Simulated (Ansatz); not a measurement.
Is this LiSi2B3 structure a true minimum?

The cell was found from a structure generator's guess, not taken from experiment.

Method: Ansatz, DFT PBE, scalar-relativistic, plane waves, PAW. Cutoff 420 eV; k points 12×12×12 on the computed 6-atom cell (Γ-centred); Gaussian smearing, width 0.10 eV; no spin polarisation.

The cell below (6 atoms, space group R-3m (No. 166)) is relaxed within its symmetry.

```
CELL_PARAMETERS angstrom
1.69090 0.97624 7.36271
-1.69090 0.97624 7.36271
0.00000 -1.95248 7.36271
ATOMIC_POSITIONS crystal
Li 0.00000 0.00000 0.00000
Si 0.57675 0.57675 0.57675
Si 0.42325 0.42325 0.42325
B 0.00000 0.50000 0.00000
B 0.50000 0.00000 0.00000
B 0.00000 0.00000 0.50000
```

For the test a repeat of it with 12 atoms (edges 3.38, 5.86, 7.62 Å) was strained at random (σ = 1.5 % a component), the atoms were moved at random (σ = 0.05 Å), and all was relaxed again on a coarse 6×4×6 mesh (in the run’s order of axes) with 0.20 eV smearing, with no symmetry imposed.

Question: What happens?

Answer: It doesn't return. The energy falls by 112 meV/atom on that mesh, the volume changes by -1.4 %, and the end has space group C2 (No. 5) at a loose tolerance. Relaxed again on a 12×12×8 mesh with 0.10 eV smearing, the new structure lies 120 meV/atom below the first (mesh in the axes of the run's cell; the cell below is made exact in the group named). Space group C2 (No. 5), monoclinic, a = 15.774 Å, b = 3.235 Å, c = 5.673 Å, β = 95.8°. Li on its first site has 4 Si at 2.72–2.76 Å, 2 Si at 3.02 Å and 6 Li at 3.19–3.34 Å; around Li on its second site lie 6 Si at 2.73–2.88 Å and 6 Li at 3.19–3.34 Å; Si on its first site has 4 B at 2.16–2.19 Å, 2 Li at 2.72–2.80 Å, 2 B at 2.72 Å and 1 Li at 3.02 Å; B on its first site has 2 B at 1.71–1.75 Å, 2 B at 1.86 Å and 2 Si at 2.10–2.19 Å; 3 more sites not described.

```xyz
12
Lattice="7.8871 -1.6176 0.0000 7.8871 1.6176 0.0000 -0.5779 0.0000 5.6432" Properties=species:S:1:pos:R:3 pbc="T T T"
Li    7.8871    0.2389    0.0000
Li    7.5982   -1.5268    2.8216
Si   13.1838   -0.0278    4.4134
Si    5.6573   -0.0415    1.6090
Si    9.5391   -0.0415    4.0342
Si    2.0125   -0.0278    1.2298
B     4.1103    0.7691    2.7706
B     4.3741   -0.8346    0.1421
B    11.0860    0.7691    2.8726
B    10.8222   -0.8346    5.5011
B     3.8728   -0.0332    4.2672
B    11.3236   -0.0332    1.3760
```
